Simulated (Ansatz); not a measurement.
The elements of this relaxed trial crystal are hidden behind letters.

```
lattice vectors (Å)
   4.3611    0.0000    0.0000
   0.0000    4.3611    0.0000
   0.0000    0.0000    7.0978
fractional positions
X 0.0000 0.0000 0.6316
Z 0.5000 0.0000 0.0754
Z 0.0000 0.5000 0.0754
Z 0.5000 0.5000 0.3760
Q 0.5000 0.5000 0.6453
Q 0.5000 0.0000 0.3898
Q 0.0000 0.5000 0.3898
```

The calculation used Ansatz, DFT PBE, scalar-relativistic, plane waves, PAW. The final run on the 7-atom cell used 420 eV, a Γ-centred 10×10×6 mesh, 0.10 eV smearing and no spin polarisation.

* Space group: P4mm (No. 99)
* Conventional cell: a = 4.361 Å, c = 7.098 Å
* Volume per atom: 19.28 Å³
* Density: 2.62 g/cm³
* Formation energy: −0.06 eV/atom
* Gap on the 10×10×6 mesh of the 7-atom cell: 0 eV (a metal)

Energies are uncorrected and count from the elements' standard states at the same level.

Question: X is an s-block element of period 6, Z is an s-block element of period 3 and Q is an s-block element of period 1. Which elements are they?

Answer: X = Ba, Z = Mg, Q = H, so the formula is BaMg3H3. Density times volume gives a mean mass of 2.62 × 19.28/1.6605 = 30.4 u per atom, and this set has 30.5 u. Among the elements that the hints allow, noble gases aside, only these give it. Ba is surrounded by 4 H at 2.78 Å, 4 H at 3.09 Å, 4 Mg at 3.58 Å and 4 Mg at 3.83 Å; Mg on a site of symmetry 2mm is surrounded by 1 H at 2.23 Å, 6 Mg at 3.05–3.08 Å, 6 H at 3.75–3.81 Å and 2 Ba at 3.83 Å; around H on a site of symmetry 4mm lie 1 Mg at 1.91 Å, 4 H at 2.84 Å and 4 Ba at 3.09 Å; 2 more sites not described.

The cell is a metal run without spin; a magnetic state may lie lower. Symmetry constrained the relaxation, so the result can be a saddle point.
